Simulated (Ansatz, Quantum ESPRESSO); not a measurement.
Given: the input of a run of Ansatz 0.2.0 on Be2Si. The cell comes from a database or a generator and needn't be the stable form of this composition.

The input input.yaml:

```yaml
crystal:
  lattice:
    - [0.0, 2.64, 2.64]
    - [2.64, 0.0, 2.64]
    - [2.64, 2.64, 0.0]
  atoms:
    - { symbol: Si, position: [0.0, 0.0, 0.0] }
    - { symbol: Be, position: [0.25, 0.25, 0.25] }
    - { symbol: Be, position: [0.75, 0.75, 0.75] }
hamiltonian:
  xc: pbe
  pseudopotentials: { kind: paw }
kpoints:
  mp_grid: { grid: [9, 9, 9] }
scf:
  occupations: { method: fermi_dirac, width: 0.05 }
output:
  forces: true
  stress: true
  eigenvalues: true
```

Potentials or basis: Ansatz PAW.

Launch:

```bash
$ ansatz run input.yaml --threads 2 --pin off --max-ram 5120MiB --backend cpu --events-out ev --progress --plain --runs-dir out
```

Question: Set up the same calculation for Quantum ESPRESSO 7.5. Potentials or basis there: SSSP 1.3 efficiency PBE, cutoff 748 eV.

Answer: As run (cutoffs and basis follow the program's own potentials, and thresholds, step limits or extra output files can differ):

Contents of pw.in:

```
&CONTROL
  calculation = 'scf'
  prefix = 'pwscf'
  outdir = './tmp'
  pseudo_dir = './pseudo'
  tprnfor = .true.
  tstress = .true.
  disk_io = 'nowf'
/
&SYSTEM
  ibrav = 0
  nat = 3
  ntyp = 2
  ecutwfc = 55
  ecutrho = 440
  nbnd = 12
  occupations = 'smearing'
  smearing = 'fd'
  degauss = 0.00367493
/
&ELECTRONS
  conv_thr = 6d-10
  electron_maxstep = 120
  mixing_beta = 0.5
/
ATOMIC_SPECIES
Si    28.0850 Si.pbe-n-rrkjus_psl.1.0.0.UPF
Be     9.0122 be_pbe_v1.4.uspp.F.UPF
CELL_PARAMETERS angstrom
   0.0000000000    2.6400000000    2.6400000000
   2.6400000000    0.0000000000    2.6400000000
   2.6400000000    2.6400000000    0.0000000000
ATOMIC_POSITIONS crystal
Si     0.0000000000    0.0000000000    0.0000000000
Be     0.2500000000    0.2500000000    0.2500000000
Be     0.7500000000    0.7500000000    0.7500000000
K_POINTS automatic
9 9 9 0 0 0
```

Potentials or basis: SSSP 1.3 efficiency PBE.

The run is started by

```bash
$ OMP_NUM_THREADS=1 pw.x -in pw.in > pw.out
```

Both were run:

|  | Ansatz | Quantum ESPRESSO |
| --- | --- | --- |
| Pressure | 0.2 GPa | 0.3 GPa |

Ansatz's pressure holds a Pulay term of +0.02 GPa for its cutoff of 420 eV, which the other run lacks.

The potentials hold 8 and 12 valence electrons a cell.

Where Ansatz's input types no cutoff or centring, it takes its own default and a Γ-centred mesh.

Pressure is positive in compression.
